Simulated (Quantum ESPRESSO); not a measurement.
AlTa2Mo3Hf2, input and log of a self-consistent run

Simulated, not a measurement. The program is pw.x of Quantum ESPRESSO 7.5 (plane-wave density functional theory). The cell is made up: eight metal atoms on a hexagonal close-packed lattice, with elements, volume, strain and displacements drawn at random and not relaxed, so it may be unstable or far from any real phase. PseudoDojo standard norm-conserving files set the functional (PBE unless stated); there is no spin polarisation or spin-orbit coupling, the Fermi-Dirac width of 0.25 eV means electrons at about 2900 K, and the masses in the input are unused placeholders. Heavy elements are run without spin-orbit coupling, which real alloys of them have. A spin test at this wide smearing found no moment, but such smearing suppresses magnetism that the real alloy may have.

Input:

```
&control calculation='scf', pseudo_dir='./dojo.nc.sr.pbe.v0_5.standard.upf', outdir='./o', disk_io='minimal', tprnfor=.true., tstress=.true. /
&system ibrav=0, nat=8, ntyp=4, nbnd=65, ecutwfc=79.96652505, nosym=.true., tot_charge=0,
 occupations='smearing', smearing='fd', degauss=0.0183746611
/
&electrons conv_thr=1.470e-08, electron_maxstep=70, mixing_beta=0.5 /
ATOMIC_SPECIES
Al 1.0 Al.upf
Hf 1.0 Hf.upf
Mo 1.0 Mo.upf
Ta 1.0 Ta.upf
CELL_PARAMETERS angstrom
0.0 5.2171 0.0
3.0121 0.0 4.8592
3.0121 0.0 -4.8592
ATOMIC_POSITIONS angstrom
Al -0.0094 0.0377 0.0024
Ta 3.0306 0.0232 0.0667
Ta 3.0341 1.7462 -2.2945
Mo 2.9627 1.7642 2.4318
Hf 1.4189 2.6339 -0.0565
Hf 4.5355 2.6394 -0.0053
Mo 1.4681 4.3676 -2.4324
Mo 1.4428 4.3003 2.3796
K_POINTS automatic
5 5 5 1 1 1
```

The log is shortened where brackets say so; the opening notice, blank lines, dates and the lines on written files are dropped, and the path of the files is cut. It prints rydbergs, bohrs and kilobars, and counts compression as positive stress. Its total energy is the free energy E - TS of the whole cell.

```
     Program PWSCF v.7.5
     Parallel version (MPI & OpenMP), running on       4 processor cores
     Number of MPI processes:                 4
     Threads/MPI process:                     1
     [start-up lines left out]
     bravais-lattice index     =            0
     lattice parameter (alat)  =       9.8589  a.u.
     unit-cell volume          =    1030.5995 (a.u.)^3
     number of atoms/cell      =            8
     number of atomic types    =            4
     number of electrons       =        95.00
     number of Kohn-Sham states=           65
     kinetic-energy cutoff     =      79.9665  Ry
     charge density cutoff     =     319.8661  Ry
     scf convergence threshold =      1.5E-08
     mixing beta               =       0.5000
     number of iterations used =            8  plain     mixing
     Exchange-correlation= PBE
                           (   1   4   3   4   0   0   0)
     [axes and pseudopotential details left out]
   Cartesian axes
     site n.     atom                  positions (alat units)
         1        Al     tau(   1) = (  -0.0018018   0.0072262   0.0004600  )
         2        Ta     tau(   2) = (   0.5808974   0.0044469   0.0127849  )
         3        Ta     tau(   3) = (   0.5815683   0.3347070  -0.4398037  )
         4        Mo     tau(   4) = (   0.5678825   0.3381572   0.4661210  )
         5        Hf     tau(   5) = (   0.2719710   0.5048590  -0.0108298  )
         6        Hf     tau(   6) = (   0.8693527   0.5059132  -0.0010159  )
         7        Mo     tau(   7) = (   0.2814015   0.8371701  -0.4662360  )
         8        Mo     tau(   8) = (   0.2765521   0.8242702   0.4561155  )
     number of k points=    63  Fermi-Dirac smearing, width (Ry)=  0.0184
                       cart. coord. in units 2pi/alat
        k(    1) = (   0.1732047   0.1000000   0.0000000), wk =   0.0320000
        k(    2) = (   0.3464095   0.1000000  -0.1073654), wk =   0.0320000
     [further k points left out]
     Dense  grid:    99573 G-vectors     FFT dimensions: (  60,  64,  64)
     Estimated max dynamical RAM per process >     379.33 MB
     Estimated total dynamical RAM >       1.41 GB
     Initial potential from superposition of free atoms
     starting charge      94.9877, renormalised to      95.0000
     Starting wfcs are   74 randomized atomic wfcs
     total cpu time spent up to now is        8.1 secs
     per-process dynamical memory:   308.0 Mb
     Self-consistent Calculation
     iteration #  1     ecut=    79.97 Ry     beta= 0.50
     Davidson diagonalization with overlap
     ethr =  1.00E-02,  avg # of iterations =  2.4
     total cpu time spent up to now is       25.0 secs
     total energy              =    -911.24904007 Ry
     estimated scf accuracy    <       1.96729722 Ry
     iteration #  2     ecut=    79.97 Ry     beta= 0.50
     Davidson diagonalization with overlap
     ethr =  2.07E-03,  avg # of iterations =  4.1
     total cpu time spent up to now is       45.2 secs
     total energy              =    -910.26171599 Ry
     estimated scf accuracy    <      23.46976186 Ry
     iteration #  3     ecut=    79.97 Ry     beta= 0.50
     Davidson diagonalization with overlap
     ethr =  2.07E-03,  avg # of iterations =  2.0
     total cpu time spent up to now is       62.1 secs
     total energy              =    -912.24910411 Ry
     estimated scf accuracy    <       0.15499776 Ry
     iteration #  4     ecut=    79.97 Ry     beta= 0.50
     Davidson diagonalization with overlap
     ethr =  1.63E-04,  avg # of iterations =  5.9
     total cpu time spent up to now is       84.3 secs
     total energy              =    -912.25811199 Ry
     estimated scf accuracy    <       0.19404704 Ry
     iteration #  5     ecut=    79.97 Ry     beta= 0.50
     Davidson diagonalization with overlap
     ethr =  1.63E-04,  avg # of iterations =  2.0
     total cpu time spent up to now is      100.1 secs
     total energy              =    -912.26069992 Ry
     estimated scf accuracy    <       0.26550217 Ry
     [iterations 6 to 13 left out]
     iteration # 14     ecut=    79.97 Ry     beta= 0.50
     Davidson diagonalization with overlap
     ethr =  4.08E-10,  avg # of iterations =  5.0
     total cpu time spent up to now is      249.2 secs
     total energy              =    -912.28533218 Ry
     estimated scf accuracy    <       0.00000070 Ry
     iteration # 15     ecut=    79.97 Ry     beta= 0.50
     Davidson diagonalization with overlap
     ethr =  4.08E-10,  avg # of iterations =  2.1
     total cpu time spent up to now is      266.2 secs
     total energy              =    -912.28533223 Ry
     estimated scf accuracy    <       0.00000057 Ry
     iteration # 16     ecut=    79.97 Ry     beta= 0.50
     Davidson diagonalization with overlap
     ethr =  4.08E-10,  avg # of iterations =  2.0
     total cpu time spent up to now is      284.0 secs
     total energy              =    -912.28533226 Ry
     estimated scf accuracy    <       0.00000048 Ry
     iteration # 17     ecut=    79.97 Ry     beta= 0.50
     Davidson diagonalization with overlap
     ethr =  4.08E-10,  avg # of iterations =  1.0
     total cpu time spent up to now is      299.7 secs
     total energy              =    -912.28533230 Ry
     estimated scf accuracy    <       0.00000003 Ry
     iteration # 18     ecut=    79.97 Ry     beta= 0.50
     Davidson diagonalization with overlap
     ethr =  3.52E-11,  avg # of iterations =  2.0
     total cpu time spent up to now is      315.5 secs
     End of self-consistent calculation
     [lines on levels left out]
!    total energy              =    -912.28533230 Ry
     estimated scf accuracy    <          2.8E-09 Ry
     smearing contrib. (-TS)   =      -0.14320664 Ry
     internal energy E=F+TS    =    -912.14212566 Ry
     The total energy is F=E-TS. E is the sum of the following terms:
     one-electron contribution =    -209.24051006 Ry
     hartree contribution      =     144.10552750 Ry
     xc contribution           =    -179.82807684 Ry
     ewald contribution        =    -667.17906625 Ry
     convergence has been achieved in  18 iterations
     Forces acting on atoms (cartesian axes, Ry/au):
     atom    1 type  1   force =    -0.00259899    0.00123883   -0.00456848
     atom    2 type  4   force =    -0.00696830    0.00185930    0.00416973
     atom    3 type  4   force =    -0.00637410   -0.02268021   -0.06220305
     atom    4 type  3   force =     0.00399995   -0.00784481    0.01088576
     atom    5 type  2   force =     0.01661409   -0.00063550    0.01869394
     atom    6 type  2   force =    -0.00344583   -0.00124650    0.02506442
     atom    7 type  3   force =    -0.00765063    0.01537870   -0.00139707
     atom    8 type  3   force =     0.00642381    0.01393019    0.00935475
     Total force =     0.081279     Total SCF correction =     0.000177
     Computing stress (Cartesian axis) and pressure
          total   stress  (Ry/bohr**3)                   (kbar)     P=      -72.00
  -0.00049828  -0.00002748  -0.00000775          -73.30       -4.04       -1.14
  -0.00002748  -0.00055503  -0.00000105           -4.04      -81.65       -0.15
  -0.00000775  -0.00000105  -0.00041500           -1.14       -0.15      -61.05
     init_run     :      7.00s CPU      7.31s WALL (       1 calls)
     electrons    :    300.83s CPU    307.48s WALL (       1 calls)
     forces       :      3.08s CPU      3.10s WALL (       1 calls)
     stress       :     15.64s CPU     15.96s WALL (       1 calls)
     [timing details left out]
     PWSCF        :   5m27.32s CPU   5m34.73s WALL
     JOB DONE.
```

In other units: free energy -12412.274 eV for the cell, pressure -7.20 GPa, largest force component 1.599 eV/Å in size. The run took 337 s of wall time with four MPI processes on a shared machine (Intel Xeon, 2023 or later, virtual cores), so the time is rough. A rerun of this cell at a higher cutoff and on a denser mesh moved values by no more than 0.002 eV in energy, 0.02 GPa in stress and 0.004 eV/Å in force, and a second program with other atomic files agreed on that cell to 2 % rms in force and 0.5 GPa in pressure.